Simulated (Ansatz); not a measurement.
The start is a randomly generated symmetric cell of BaS3 (space group No. 134). The cell and all atomic positions are relaxed at zero pressure with r2SCAN (plane waves to 500 eV, PAW, scalar-relativistic; Ansatz, an electronic-structure program). The first steps use a coarse 4×4×5 k-mesh.

Starting cell:
```
BaS3
1.0
    6.77148     0.00000     0.00000
    0.00000     6.77148     0.00000
    0.00000     0.00000     4.96057
Ba S
2 6
Cartesian
  0.00000   0.00000   0.00000
  3.38574   3.38574   2.48028
  0.00000   0.00000   2.48028
  3.38574   3.38574   0.00000
  5.07861   5.07861   3.72043
  1.69287   1.69287   3.72043
  5.07861   1.69287   1.24014
  1.69287   5.07861   1.24014
```

```json
{
  "initial_pressure": "+16 GPa (positive: the cell is compressed)",
  "outcome": "The space group stays P4₂/nnm (No. 134) (the run could not lower it), with 8 atoms in the primitive cell",
  "volume_change": "+19.7 %, from 28.43 to 34.03 Å³/atom",
  "Shortest distances (start → end)": "The closest pairs of elements (up to four, under 3.6 Å), start → end: Ba–S 2.48 → 2.82 Å; S–S 2.70 → 2.82 Å",
  "band_gap_at_the_end": "no gap (metallic)",
  "optimiser_moves": "13"
}
```

Final values are on a 8×8×7 k-mesh of the relaxed cell. No spin polarisation in the result.

The run could not lose the symmetry of its start: the end is stationary, and may be a saddle point rather than a minimum.

All atoms sit on sites fixed by symmetry, so only the cell could relax.

The relaxed structure here is a generated cell of BaS3: the first start was made by a random draw of sites in a space group, and the end was not matched to a known phase here, so it may be hypothetical. Known forms of BaS3 include space group No. 113.
